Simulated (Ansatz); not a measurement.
# Eu vacancy in EuMn2Sb2

All numbers are calculated (PBEsol, collinear spin, no spin-orbit coupling; Ansatz, PAW set soft_2, 420 eV, k-mesh 3×3×3), not measured.

The relaxed host crystal (no gap at this level of theory):

```cif
data_structure
_symmetry_space_group_name_H-M 'P 1'
_symmetry_Int_Tables_number 1
_cell_length_a 4.2196
_cell_length_b 4.2196
_cell_length_c 7.5163
_cell_angle_alpha 90.000
_cell_angle_beta 90.000
_cell_angle_gamma 120.000
_cell_volume 115.90
loop_
_atom_site_label
_atom_site_type_symbol
_atom_site_fract_x
_atom_site_fract_y
_atom_site_fract_z
_atom_site_occupancy
Eu1 Eu 0.00000 0.00000 0.00000 1
Mn1 Mn 0.33333 0.66667 0.60883 1
Mn2 Mn 0.66667 0.33333 0.39117 1
Sb1 Sb 0.33333 0.66667 0.26605 1
Sb2 Sb 0.66667 0.33333 0.73395 1
```

Supercell of 20 atoms, rows of the matrix [[0,0,1],[0,-2,0],[2,2,0]] times the cell vectors; Eu vacancy at (0.000, 0.000, 0.000) in fractions of the cell above. Atoms are relaxed at the host's cell. The cell loses 1 of its 4 Eu, so this is a heavily defective crystal.

Distances from the empty Eu site (Å), by shell of the perfect crystal:

```
shell  perfect crystal  relaxed, charge 0
 6 Sb             3.15               3.04
```

```json
{"charge": "0", "moment of the cell (μB)": "45.30", "gap of the cell on the mesh (eV)": "0.00"}
```

At charge 0 the unpaired electrons sit on atoms with moments (μB): 3 Eu of 6.71, 8 Mn of 2.91 to 3.31.

Formation energy of the neutral defect: 2.83 eV, taking atoms from and to the elements' standard states (no corrections for gases), so it belongs to those chemical potentials alone.

Caveats: 4f shell without a U, which puts 4f levels too near the Fermi level; open f or d shells may hold a state above the lowest; small supercell, so energies and levels can be off by tenths of an eV; the atoms kept the symmetry of the start, so a distorted state could lie lower.
